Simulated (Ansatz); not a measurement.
Mn3ZnN:
```
CELL_PARAMETERS angstrom
      3.95151     0.00000     0.00000
      0.00000     3.95151     0.00000
      0.00000     0.00000     3.95151
ATOMIC_POSITIONS crystal
  Mn 0.00000 0.50000 0.50000
  Mn 0.50000 0.00000 0.50000
  Mn 0.50000 0.50000 0.00000
  Zn 0.00000 0.00000 0.00000
  N  0.50000 0.50000 0.50000
```
The run is spin-polarised; directions of the spins, atom by atom: ↑ ↑ ↑ 0 0.

Relaxed with r²SCAN.

Problem. Give the Bader charges and basin volumes of the independent atoms, r²SCAN in the plane-wave PAW code Ansatz.

Solution. 

| atom | Bader charge (e) | Bader volume (Å³) |
|---|---|---|
| Mn1 | +0.73 | 11.8 |
| Zn4 | -0.48 | 16.8 |
| N5 | -1.70 | 9.7 |

Space group Pm-3m (anti-perovskite). The workflow started from an entry of the Crystallography Open Database (COD). Whether it is the stable phase at ambient conditions was not checked. The cell was relaxed with r²SCAN under the symmetry of its start; whether a distortion lowers the energy is not shown. Magnetic state: ferromagnetic, the only order run, not a proven ground state. Other orbital occupations within this spin state were not tried. No Hubbard U is applied.

Potentials: the later of the program's two PAW sets.
